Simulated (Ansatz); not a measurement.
# What DFT gives for YbSn2Au2

```
CELL_PARAMETERS angstrom
0.00000 4.58470 0.00000
4.58470 0.00000 0.00000
2.29235 2.29235 -5.37395
ATOMIC_POSITIONS crystal
Au 0.75000 0.25000 0.50000
Au 0.25000 0.75000 0.50000
Yb 0.00000 0.00000 0.00000
Sn 0.37500 0.37500 0.25000
Sn 0.62500 0.62500 0.75000
```

The numbers come from plane-wave PAW DFT (Ansatz): r2SCAN, no spin polarisation, 500 eV, 6×6×6 Γ-centred k points, fermi-dirac occupations (width 0.1 eV). Nothing was relaxed.

**Stress.** The pressure is 6.8 GPa (compression positive), so with the atoms held at these fractions the cell would first expand.
**Formation energy.** -0.38 eV an atom against the elements' usual phases (free molecules for gases, crystals otherwise, with no correction for O₂ or N₂), so it is bound against them; other compounds may still compete. Relaxing would lower it.
**Electronic structure.** It is a metal, with about 2.6 states/eV a cell as the mean within 0.25 eV of the Fermi level, mostly Yb f (37 %), Sn p (26 %) and Yb d (15 %).
**Forces.** The largest is on Sn5 (and as large on other atoms): 0.41 eV/Å, components (0.00, 0.00, -0.41). It makes 120° with the line to a nearest neighbour, Au1 at 2.66 Å.

Origin: a known structure type with other elements, at an estimated volume, so it need not be a known compound. Caveats: no spin polarisation, so a magnetic state may lie lower; f levels without a U or exact exchange are poorly placed.
